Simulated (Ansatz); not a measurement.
MnAu2 (MoSi2 or CaC2 type, I4/mmm), DFT-PBE in the program Ansatz with PAW potentials, all energies at zero smearing, with the estimated change up to a 700 eV cutoff added, with one set of potentials and settings (totals compare only within such a set). Cell of 3 atoms (1 Mn, 2 Au): -30197.818 eV.

| element | reference phase | E (eV/atom) |
|---|---|---|
| Mn | I-43m, 29 atoms in the cell, spin-polarised | -3898.8617 |
| Au | Fm-3m, 1 atoms in the cell | -13149.3277 |

Formation energy per atom, worked out: (-30197.818 − 1×(-3898.8617) − 2×(-13149.3277))/3 = -0.100 eV/atom (-10 kJ per mol of atoms), at 0 K, without zero-point energy or fitted corrections.

The first step of the workflow began from a Materials Project structure, measured or hypothetical; the Crystallography Open Database files this formula in space group No. 139, but the cells were not matched. Its standing as an ambient phase is unchecked. Symmetry was held in the PBE relaxation; its stability against distortions is not shown here. Spin order of the final state: ferromagnetic, chosen from 4 collinear starts compared on coarse meshes (ties went to the first, and starts can fall back to one state), not a proven ground state. The references are the lowest solids computed at this level, not always the standard phases. Scalar-relativistic: spin–orbit coupling is off unless named, which matters more the heavier the elements.

Potentials: the later of the program's two PAW sets.
